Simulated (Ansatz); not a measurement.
## CsH₃O₂, first-principles data

CsH$_{3}$O$_{2}$:
```
CELL_PARAMETERS angstrom
      0.00000     2.22790    -4.06192
      0.00000     2.22790     4.06192
      4.24354     0.00000     0.00000
ATOMIC_POSITIONS crystal
  Cs 0.01870 0.98130 0.00000
  H  0.43877 0.56123 0.50000
  H  0.55015 0.07453 0.50000
  H  0.92547 0.44985 0.50000
  O  0.31950 0.68050 0.50000
  O  0.66616 0.33384 0.50000
```

Space group Amm2 (No. 38); conventional cell a = 4.2435 Å, b = 4.4558 Å, c = 8.1238 Å, α = 90.00°, β = 90.00°, γ = 90.00°.

Method: the program Ansatz at the r²SCAN level (PAW). The cell and atoms are relaxed at this level. Other levels are named where they apply.

### Cell and energy

| Quantity | Value |
|---|---|
| Volume per atom | 12.80 Å³ |
| Density | 3.63 g/cm³ |
| Formation energy from the elements (no fitted shifts) | -1.28 eV/atom |

### Electronic structure

| Item | Result |
|---|---|
| Band gap | 4.99 eV (direct) |
| Valence-band maximum | at Γ |
| Conduction-band minimum | at Γ |
| Electron effective mass | 0.40, 0.42, 0.45 mₑ (principal values) |
| Electron effective mass with spin–orbit coupling | 0.40, 0.42, 0.45 mₑ (principal values) |
| Hole effective mass | 2.4, 3.2, 3.2 mₑ (principal values) |
| Hole effective mass with spin–orbit coupling | 2.4, 3.2, 3.2 mₑ (principal values) |
| Gap with spin–orbit coupling | 4.99 eV |

### Mechanics

| Quantity | Result |
|---|---|
| Bulk modulus (Birch–Murnaghan fit) | 219 kbar |
| Pressure derivative B′ | 6.1 |

### Charges

| Property | Result |
|---|---|
| Bader charges | Cs +0.89, H +0.58 to +0.63, O -1.37 to -1.36 e |

The first step of the workflow began from a Materials Project structure, measured or hypothetical; the Crystallography Open Database copy checked does not list it. COD files the formula under space group No. 141. Its standing as an ambient phase is unchecked. Symmetry was held in the r²SCAN relaxation; whether a distortion lowers the energy is not shown. The references are the lowest solids computed at this level, not always the standard phases (solids in place of the gases). Scalar-relativistic: spin–orbit coupling is off unless named, which matters more the heavier the elements.

Potentials: the later of the program's two PAW sets.
